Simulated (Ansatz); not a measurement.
Input and command of a calculation in Ansatz (plane waves; scalar-relativistic PAW potentials unless the input names others):

```yaml
crystal:
  lattice:
    - [4.8637810603, 0.0, 0.0]
    - [0.0, 4.8637810603, 0.0]
    - [0.0, 0.0, 3.0826518911]
  atoms:
    - { symbol: Si, position: [0.0, 0.5, 0.5] }
    - { symbol: Si, position: [0.5, 0.0, 0.5] }
    - { symbol: Si, position: [0.5, 0.5, 0.0] }
    - { symbol: Br, position: [0.0, 0.0, 0.0] }
kpoints:
  mp_grid: { grid: [10, 10, 16] }
hamiltonian:
  xc: pbesol
scf:
  occupations: { method: gaussian, width: 0.1 }
output:
  forces: true
  eigenvalues: true
  stress: true
relax:
  adjacent_minimum: "off"
  f_tol: 0.01
  max_steps: 80
  cell: { stress_tol: 0.05 }
```

```bash
ansatz run input.yaml --threads 1 --pin off --max-ram 2560MiB --backend cpu --events-out ev --progress --plain --runs-dir out
```

Abridged log:
```
Pseudopotentials: kind: paw
Pseudopotential: Si, paw, valence charge 4, recommended cutoff 420 eV (normal)
Pseudopotential: Br, paw, valence charge 7, recommended cutoff 420 eV (normal)
Functional definition: PBEsol
Crystal: 4 atoms, lattice volume = 72.924 Å³
Basis set: ecut = 420 eV, 1423 PW (Γ), exchange–correlation on 72×72×48 points (8 copies of the dense FFT grid, shifted against one another)
Bands: 14, of which v1, the nominal top of the filled ones, is band 10 counted from 1 (9 counted from 0)
Symmetry: 16 space group operations
Space group: P4/mmm (ITA 123), of the structure as read, at distance tolerance 4.2e-5 Å
k-points: 189 of 1600
Initial density: superposition of atomic densities (neutral atoms: chi_scale 0, normalization atom), corrected by the library's trained network
Initial wavefunctions: pseudopotential atomic-orbital guess
Functional: x = pbesol(κ = 0.804, μ = 0.12345679), c = pbesol(β = 0.046)
SCF iter   1: F=—  HF=-4598.527347 eV  |F-HF|=—  |Δ(HF+E_count)|=         —  Δρ=2.51e-3  dr2=6.83e-3  ethr=1.77e-3  ⟨swp⟩=6.9  Hψ=17591  notcnv=0
SCF iter   2: F=—  HF=-4598.525970 eV  |F-HF|=—  |Δ(HF+E_count)|=   1.38e-3  Δρ=1.40e-3  dr2=1.88e-3  ethr=3.59e-5  ⟨swp⟩=2.0  Hψ=5511  notcnv=0  defer=2
SCF iter   3: F=—  HF=-4598.525836 eV  |F-HF|=—  |Δ(HF+E_count)|=   1.34e-4  Δρ=2.06e-4  dr2=3.89e-5  ethr=9.89e-6  ⟨swp⟩=2.2  Hψ=3517  notcnv=0  defer=2
SCF iter   4: F=—  HF=-4598.525818 eV  |F-HF|=—  |Δ(HF+E_count)|=   1.84e-5  Δρ=4.56e-5  dr2=1.77e-6  ethr=2.05e-7  ⟨swp⟩=2.5  Hψ=4336  notcnv=0  defer=2
SCF iter   5: F=-4598.525817 eV  HF=-4598.525817 eV  |F-HF|=2.28e-8  |Δ(HF+E_count)|=   4.97e-7  Δρ=8.39e-6  dr2=5.40e-8  ethr=9.29e-9  ⟨swp⟩=2.2  Hψ=4197  notcnv=0  defer=2
SCF iter   6: F=-4598.525817 eV  HF=-4598.525817 eV  |F-HF|=1.02e-9  |Δ(HF+E_count)|=   4.83e-9  Δρ=1.63e-6  dr2=2.42e-9  ethr=2.84e-10  ⟨swp⟩=4.9  Hψ=13758  notcnv=0
SCF 1 converged in 6 iterations: F = -4598.525817 eV  dr2 = 2.42e-9
relax step   1: F+E_penalty+E_count = -4598.52581747 eV  Δ(F+E_penalty+E_count) = +0.000e0 eV  max|allowed force component| = 3.291e-30 eV/Å  Δτ_max = 0.0000 Å  P = -3.001 GPa  Ω = 72.924 Å³  (6 SCF iters, dr2 threshold 1.00e-7 eV, accepted)
Crystal: 4 atoms, lattice volume = 67.983 Å³
Basis set: ecut = 420 eV, 1315 PW (Γ), exchange–correlation on 72×72×48 points (8 copies of the dense FFT grid, shifted against one another)
Initial density: handed on by an earlier stage of this run
Initial wavefunctions: those handed on with the density
SCF iter   1: F=—  HF=-4598.574688 eV  |F-HF|=—  |Δ(HF+E_count)|=         —  Δρ=4.66e-3  dr2=5.68e-2  ethr=2.96e-4  ⟨swp⟩=1.1  Hψ=19268  notcnv=0
SCF iter   2: F=—  HF=-4598.563453 eV  |F-HF|=—  |Δ(HF+E_count)|=   1.12e-2  Δρ=2.43e-3  dr2=1.62e-2  ethr=2.96e-4  ⟨swp⟩=1.6  Hψ=3015  notcnv=0
   ...
SCF iter   4: F=-4598.563297 eV  HF=-4598.563297 eV  |F-HF|=6.11e-10  |Δ(HF+E_count)|=   5.84e-8  Δρ=2.66e-6  dr2=3.55e-9  ethr=5.27e-10  ⟨swp⟩=6.1  Hψ=14004  notcnv=0
SCF 4 converged in 4 iterations: F = -4598.563297 eV  dr2 = 3.55e-9
relax step   4: F+E_penalty+E_count = -4598.56329740 eV  Δ(F+E_penalty+E_count) = -1.271e-4 eV  max|allowed force component| = 8.382e-31 eV/Å  Δτ_max = 0.0000 Å  P = -0.021 GPa  Ω = 69.198 Å³  energy of the carried Pulay correction = +5.709e-4 eV  (4 SCF iters, dr2 threshold 1.00e-7 eV, accepted)
Crystal: 4 atoms, lattice volume = 69.173 Å³
SCF iter   1: F=—  HF=-4598.563323 eV  |F-HF|=—  |Δ(HF+E_count)|=         —  Δρ=3.17e-5  dr2=1.26e-6  ethr=7.10e-9  ⟨swp⟩=3.1  Hψ=19893  notcnv=0
SCF iter   2: F=—  HF=-4598.563308 eV  |F-HF|=—  |Δ(HF+E_count)|=   1.53e-5  Δρ=1.87e-5  dr2=4.26e-7  ethr=6.63e-9  ⟨swp⟩=1.1  Hψ=2731  notcnv=0
SCF iter   3: F=-4598.563308 eV  HF=-4598.563308 eV  |F-HF|=4.23e-9  |Δ(HF+E_count)|=   1.28e-7  Δρ=2.85e-6  dr2=8.57e-9  ethr=4.91e-11  ⟨swp⟩=4.1  Hψ=12777  notcnv=0
SCF 5 converged in 3 iterations: F = -4598.563308 eV  dr2 = 8.57e-9
relax step   5: F+E_penalty+E_count = -4598.56330761 eV  Δ(F+E_penalty+E_count) = -1.022e-5 eV  max|allowed force component| = 4.930e-31 eV/Å  Δτ_max = 0.0000 Å  P = -0.001 GPa  Ω = 69.173 Å³  energy of the carried Pulay correction = +5.743e-4 eV  (3 SCF iters, dr2 threshold 9.33e-9 eV, accepted)
Initial wavefunctions: pseudopotential atomic-orbital guess (no wavefunctions were taken with the density)
SCF iter   1: F=—  HF=-4598.562833 eV  |F-HF|=—  |Δ(HF+E_count)|=         —  Δρ=3.23e-5  dr2=8.96e-8  ethr=1.89e-8  ⟨swp⟩=4.9  Hψ=28887  notcnv=0
SCF iter   2: F=—  HF=-4598.562818 eV  |F-HF|=—  |Δ(HF+E_count)|=   1.54e-5  Δρ=1.73e-5  dr2=2.72e-8  ethr=4.71e-10  ⟨swp⟩=2.3  Hψ=4398  notcnv=0
SCF iter   3: F=—  HF=-4598.562818 eV  |F-HF|=—  |Δ(HF+E_count)|=   8.05e-8  Δρ=5.65e-7  dr2=2.68e-10  ethr=1.43e-10  ⟨swp⟩=2.3  Hψ=4308  notcnv=0
SCF iter   4: F=-4598.562818 eV  HF=-4598.562818 eV  |F-HF|=5.46e-12  |Δ(HF+E_count)|=  2.82e-11  Δρ=1.73e-7  dr2=2.01e-11  ethr=1.00e-12  ⟨swp⟩=6.5  Hψ=13494  notcnv=0
SCF 6 converged in 4 iterations: F = -4598.562818 eV  dr2 = 2.01e-11
SCF converged after 4 iterations
Free energy (F): -4598.562818 eV
Harris-Foulkes:  -4598.562818 eV  (|F-HF|=5.46e-12)
Internal energy: -4598.552891 eV  (E = F + TS)
E sigma→0 (E₀):  -4598.557854 eV
Entropy (-TS):   -0.009927 eV (-2.482 meV/atom)
Fermi energy:    9.368346 eV
--- Forces (eV/Å), atoms counted from 1 ---
  atom   1  Si     0.00000000     0.00000000     0.00000000
  atom   2  Si     0.00000000     0.00000000     0.00000000
  atom   3  Si     0.00000000     0.00000000     0.00000000
  atom   4  Br     0.00000000     0.00000000     0.00000000
--- Stress (GPa, compression-positive) ---
       -0.007053       0.000000       0.000000
        0.000000      -0.007053       0.000000
        0.000000       0.000000      -0.010375
  P = ⅓ Tr σ = -0.0082 GPa (-0.082 kbar)
--- Relaxed structure (5 steps of the walk, 5 accepted, 1 SCFs on fresh bases) ---
  F+E_penalty+E_count = -4598.56281804 eV   max|allowed force component| = 7.642e-31 eV/Å   (the final SCF, on the basis selected at the relaxed cell)
  cell:  # Å, volume = 69.1730 Å³
    - [4.78995819, 0.0, 0.0]
    - [0.0, 4.78995819, 0.0]
    - [0.0, 0.0, 3.01490389]
  atoms:
    - { symbol: Si, position: [0.0, 0.5, 0.5] }
    - { symbol: Si, position: [0.5, 0.0, 0.5] }
    - { symbol: Si, position: [0.5, 0.5, 0.0] }
    - { symbol: Br, position: [0.0, 0.0, 0.0] }
```

Apart from outputs and empty bands, the input differs from a reference run on usual settings in hamiltonian.xc: "pbe" → "pbesol"; basis.ecutwfc: 420 → not typed. The reference, at the same start, ended its own course with a relaxed volume of 18.23 Å³/atom, pressure 0.00 GPa, largest force 0.000 eV/Å, no gap on the mesh. This run converged in 27 SCF iterations over all its steps (reference: 14) with a total energy on another zero, a relaxed volume of 17.29 Å³/atom, pressure -0.01 GPa, largest force 0.000 eV/Å, no gap on the mesh.

Time: 66 s on 1 thread of Arm Neoverse V2 (shared host), peak memory 0.46 GiB.